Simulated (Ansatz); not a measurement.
Relaxation of a relaxed Ga2O3 cell displaced along its unstable phonon at q = (½, ½, 0) of its primitive reciprocal cell (167i cm⁻¹), largest move 0.15 Å; 10 atoms in the cell, which starts as P2₁ (No. 4), mP10; a = 3.731 Å, b = 4.873 Å, c = 5.650 Å, α = 90.00°, β = 101.19°, γ = 90.00°. Computed with PBEsol (plane waves to 420 eV, PAW, scalar-relativistic; Ansatz, an electronic-structure program). Γ-centred k-mesh 6×6×6 on the run's cell (coarser than for final values), Fermi–Dirac smearing 0.05 eV. This is the first round of the run. 

The optimiser's lines from the output (shortened; P is positive under compression):

```
relax step   1: F+E_penalty+E_count = -18338.86681218 eV  Δ(F+E_penalty+E_count) = +0.000e0 eV  max|allowed force component| = 3.418e-1 eV/Å  Δτ_max = 0.0000 Å  P = +1.432 GPa  Ω = 100.775 Å³  (10 SCF iters, dr2 threshold 1.00e-7 eV, accepted)
relax step   2: F+E_penalty+E_count = -18338.89624633 eV  Δ(F+E_penalty+E_count) = -2.943e-2 eV  max|allowed force component| = 3.066e-1 eV/Å  Δτ_max = 0.0125 Å  P = +0.344 GPa  Ω = 101.254 Å³  (6 SCF iters, dr2 threshold 1.00e-6 eV, accepted)
relax step   3: F+E_penalty+E_count = -18338.97789307 eV  Δ(F+E_penalty+E_count) = -8.165e-2 eV  max|allowed force component| = 4.317e-1 eV/Å  Δτ_max = 0.0446 Å  P = -0.045 GPa  Ω = 101.671 Å³  (7 SCF iters, dr2 threshold 1.00e-6 eV, accepted)
relax step   4: F+E_penalty+E_count = -18339.39963265 eV  Δ(F+E_penalty+E_count) = -4.217e-1 eV  max|allowed force component| = 9.440e-1 eV/Å  Δτ_max = 0.1957 Å  P = +1.321 GPa  Ω = 103.312 Å³  (9 SCF iters, dr2 threshold 1.00e-6 eV, accepted)
relax step   5: F+E_penalty+E_count = -18340.04817072 eV  Δ(F+E_penalty+E_count) = -6.485e-1 eV  max|allowed force component| = 1.513e0 eV/Å  Δτ_max = 0.2000 Å  P = +1.533 GPa  Ω = 105.699 Å³  (9 SCF iters, dr2 threshold 1.00e-6 eV, accepted)
relax step   6: F+E_penalty+E_count = -18340.46170337 eV  Δ(F+E_penalty+E_count) = -4.135e-1 eV  max|allowed force component| = 6.807e-1 eV/Å  Δτ_max = 0.1921 Å  P = -0.044 GPa  Ω = 107.226 Å³  (8 SCF iters, dr2 threshold 1.00e-6 eV, accepted)
relax step   7: F+E_penalty+E_count = -18340.66608848 eV  Δ(F+E_penalty+E_count) = -2.044e-1 eV  max|allowed force component| = 1.032e-1 eV/Å  Δτ_max = 0.1525 Å  P = +0.234 GPa  Ω = 108.064 Å³  (8 SCF iters, dr2 threshold 1.00e-6 eV, accepted)
relax step   8: F+E_penalty+E_count = -18340.67265066 eV  Δ(F+E_penalty+E_count) = -6.562e-3 eV  max|allowed force component| = 3.675e-2 eV/Å  Δτ_max = 0.0762 Å  P = -0.081 GPa  Ω = 108.522 Å³  (7 SCF iters, dr2 threshold 1.00e-6 eV, accepted)
relax step   9: F+E_penalty+E_count = -18340.67499968 eV  Δ(F+E_penalty+E_count) = -2.349e-3 eV  max|allowed force component| = 3.907e-3 eV/Å  Δτ_max = 0.0244 Å  P = +0.021 GPa  Ω = 108.378 Å³  (6 SCF iters, dr2 threshold 2.88e-7 eV, accepted)
relax step  10: F+E_penalty+E_count = -18340.67504506 eV  Δ(F+E_penalty+E_count) = -4.539e-5 eV  max|allowed force component| = 7.125e-4 eV/Å  Δτ_max = 0.0042 Å  P = +0.005 GPa  Ω = 108.380 Å³  (7 SCF iters, dr2 threshold 1.04e-8 eV, accepted)
relax step  11: F+E_penalty+E_count = -18340.77182629 eV  Δ(F+E_penalty+E_count) = -9.678e-2 eV  max|allowed force component| = 3.489e-3 eV/Å  Δτ_max = 0.0000 Å  P = +1.209 GPa  Ω = 108.380 Å³  stress off target by 2.64e0 GPa  SCF on the basis re-selected at this cell (its energy is not comparable with the rows above)  (9 SCF iters)
relax step  12: F+E_penalty+E_count = -18340.77967632 eV  Δ(F+E_penalty+E_count) = -7.850e-3 eV  max|allowed force component| = 9.252e-3 eV/Å  Δτ_max = 0.0286 Å  P = +0.085 GPa  Ω = 109.083 Å³  (6 SCF iters, dr2 threshold 1.00e-6 eV, accepted)
relax step  13: F+E_penalty+E_count = -18340.77976040 eV  Δ(F+E_penalty+E_count) = -8.407e-5 eV  max|allowed force component| = 1.497e-3 eV/Å  Δτ_max = 0.0079 Å  P = +0.010 GPa  Ω = 109.147 Å³  (6 SCF iters, dr2 threshold 8.21e-8 eV, accepted)
relax step  14: F+E_penalty+E_count = -18340.77974669 eV  Δ(F+E_penalty+E_count) = +1.371e-5 eV  max|allowed force component| = 3.416e-4 eV/Å  Δτ_max = 0.0016 Å  P = -0.001 GPa  Ω = 109.156 Å³  (6 SCF iters, dr2 threshold 1.75e-9 eV, accepted)
relax step  15: F+E_penalty+E_count = -18340.78256663 eV  Δ(F+E_penalty+E_count) = -2.820e-3 eV  max|allowed force component| = 4.291e-4 eV/Å  Δτ_max = 0.0000 Å  P = +0.009 GPa  Ω = 109.156 Å³  stress off target by 7.55e-2 GPa  SCF on the basis re-selected at this cell (its energy is not comparable with the rows above)  (7 SCF iters)
relax step  16: F+E_penalty+E_count = -18340.78263504 eV  Δ(F+E_penalty+E_count) = -6.842e-5 eV  max|allowed force component| = 6.014e-4 eV/Å  Δτ_max = 0.0047 Å  P = -0.002 GPa  Ω = 109.171 Å³  (6 SCF iters, dr2 threshold 1.43e-8 eV, accepted)
relax step  17: F+E_penalty+E_count = -18340.78267675 eV  Δ(F+E_penalty+E_count) = -4.171e-5 eV  max|allowed force component| = 5.272e-4 eV/Å  Δτ_max = 0.0000 Å  P = -0.002 GPa  Ω = 109.171 Å³  stress off target by 1.85e-2 GPa  SCF on the basis re-selected at this cell (its energy is not comparable with the rows above)  (6 SCF iters)
```

From the first to the last row the energy changes by -0.19 eV/atom and the volume by +8.3 %. The last row is marked as not comparable with the walk above it, whose basis was carried along; it does compare with step 1, since both stand on a basis selected at the nominal cutoff for their own cell.

Energy and pressure jump between steps 10 and 11 at one geometry, where the plane-wave basis was selected anew. While the cell walks, the set of plane waves is carried along, so its effective cutoff drifts with the strain; re-selecting it at 420 eV moved the energy by -0.010 eV/atom and the pressure by 1.2 GPa. Only step 1 and rows on a re-selected basis compare with each other.

Later rounds, restarted from the end of this one on a renewed k-mesh, logged 5 more steps and released under 1 meV/atom more. The final structure after all rounds: C2 (No. 5), mS10; a = 3.5830 Å, b = 5.0593 Å, c = 6.2704 Å, α = 90.00°, β = 106.17°, γ = 90.00°. Between re-selections the logged energies stand on a plane-wave basis carried along with the cell. No spin polarisation in the result.

The run could not lose the symmetry of its start, so the end can be a saddle point.

The relaxed structure here is a generated cell of Ga2O3: the first start was made by placing the elements on the sites of a structure type, and the end was not matched to a known phase here, so it may be hypothetical. Known forms of Ga2O3 include space group No. 12, 167.
